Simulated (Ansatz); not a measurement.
Input and command of a plane-wave DFT calculation in Ansatz:

```yaml
crystal:
  lattice:
    - [0.0, -1.8075, -1.8075]
    - [0.0, 1.8075, -1.8075]
    - [3.615, 0.0, 0.0]
  atoms:
    - { symbol: Cu, position: [0.5, 0.5, 0.4585062241] }
    - { symbol: Cu, position: [0.0, 0.0, 0.0414937759] }
basis:
  ecutwfc: 420
kpoints:
  mp_grid: { grid: [18, 18, 14] }
hamiltonian:
  xc: lda
scf:
  occupations: { method: gaussian, width: 0.15 }
output:
  forces: true
  stress: true
  eigenvalues: true
```

```bash
ansatz run input.yaml --threads 2 --pin off --max-ram 5120MiB --backend cpu --events-out ev --progress --plain --runs-dir out
```

Processor: Intel(R) Xeon(R) Platinum 8259CL CPU @ 2.50GHz (Skylake/Cascade Lake), 2 threads, on a host shared with other jobs.

Estimate time, memory and problem size.

About 6.2 s on 2 threads of Intel(R) Xeon(R) Platinum 8259CL CPU @ 2.50GHz (Skylake/Cascade Lake), on a shared host, peak memory 0.51 GiB. It solves 23 bands at 440 k points (the mesh reduced by symmetry) with about 481 plane waves, in 6 SCF iterations.
